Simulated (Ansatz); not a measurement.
**¹⁴N nuclear quadrupole resonance in Si3N4**

Cell: a COD entry, ions relaxed with PBE at fixed cell.

Space group I-43d (No. 220); a = 6.4747 Å.

```
site  Wyckoff  site symmetry       x       y       z
  Si      12b           -4..  0.3750  0.5000  0.7500
   N      16c            .3.  0.2814  0.2814  0.2814
```

One atom of each set is listed; the run and its k-mesh use a cell of 14 atoms with edges of 5.61, 5.61, 5.61 Å.

All values are calculated (Ansatz; DFT, PBE, plane waves and PAW (field gradients read without the response of the frozen cores, which leaves them typically 4 to 6 % off), scalar-relativistic, 420 eV cutoff, Γ-centred 6×6×6 k-points, Fermi–Dirac smearing 0.02 eV), not measured.

¹⁴N: I = 1, Q = 20.44 mb (year-2017 value). Static lattice, zero field.

Question: At which frequencies do the ¹⁴N NQR lines lie?

Answer: For I = 1 the lines are ν± = (3/4)|C_Q|(1 ± η/3) and ν₀ = |C_Q|η/2.

```json
{"site": "N", "atoms": "8", "V_zz (10²¹ V/m²)": "-5.98", "C_Q (MHz)": "-2.96", "η": "0.00", "line frequencies (MHz)": "2.22"}
```

An axis of threefold or higher order runs through N, so V_zz lies along it and η is zero.
